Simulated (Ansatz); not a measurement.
Ni (hcp (Mg type), P6_3/mmc) at seven volumes, the program Ansatz at the PBEsol level (PAW), shape and atoms relaxed at each. One row is withheld.

```json
[
 {"V (Å³/atom)": "9.481", "P (GPa)": "26.86"},
 {"V (Å³/atom)": "9.794", "P (GPa)": "16.30"},
 {"V (Å³/atom)": "10.106", "P (GPa)": "7.43"},
 {"V (Å³/atom)": "10.419", "P (GPa)": "-0.01"},
 {"V (Å³/atom)": "10.731", "P (GPa)": "?"},
 {"V (Å³/atom)": "11.044", "P (GPa)": "-11.49"},
 {"V (Å³/atom)": "11.356", "P (GPa)": "-15.88"}
]
```

### Question
Fit the shown pressures and predict the withheld one.

### Answer
Third-order Birch–Murnaghan: P = (3/2)B₀(x^(7/2) − x^(5/2))[1 + (3/4)(B′ − 4)(x − 1)] with x = (V₀/V)^(2/3). Least squares on the six rows gives V₀ = 10.419 Å³/atom, B₀ = 226.8 GPa, B′ = 4.82. At V = 10.731, x = 0.9805 and P = -6.23 GPa. The run itself gave -6.25 GPa.

The first step of the workflow began from a Materials Project structure, measured or hypothetical; the Crystallography Open Database files this formula in space group No. 194, but the cells were not matched. It is not the phase usual at ambient conditions (space group No. 225). The PBEsol relaxation kept the symmetry of its start; whether a distortion lowers the energy is not shown. Magnetic state: ferromagnetic, chosen from 5 collinear starts compared on coarse meshes (ties went to the first, and starts can fall back to one state), not a proven ground state.

Potentials: the earlier of the program's two PAW sets. The files were generated under PBE; for other functionals the program regenerates the frozen cores, and for LDA and PBEsol the local potential too.
